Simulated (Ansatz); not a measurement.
SrP$_{2}$Pd$_{2}$ in space group I4/mmm (No. 139; P on 4e, Pd on 4d, Sr on 2a), the program Ansatz at the PBEsol level (PAW), all energies at zero smearing, with the estimated change up to a 700 eV cutoff added, with one set of potentials and settings (totals compare only within such a set). Cell of 5 atoms (2 P, 2 Pd, 1 Sr): -18790.111 eV.

| element | reference phase | E (eV/atom) |
|---|---|---|
| P | Cmce, 4 atoms in the cell | -740.0371 |
| Pd | Fm-3m, 1 atoms in the cell | -6906.6520 |
| Sr | Fm-3m, 1 atoms in the cell | -3492.2134 |

Formation energy per atom, worked out: (-18790.111 − 2×(-740.0371) − 2×(-6906.6520) − 1×(-3492.2134))/5 = -0.904 eV/atom (-87 kJ per mol of atoms), at 0 K, without zero-point energy or fitted corrections.

The workflow started from an entry of the Crystallography Open Database (COD). Its standing as an ambient phase is unchecked. The PBEsol relaxation kept the symmetry of its start; whether a distortion lowers the energy is not shown. No spin polarisation was allowed. The references are the lowest solids computed at this level, not always the standard phases.

Potentials: the later of the program's two PAW sets.
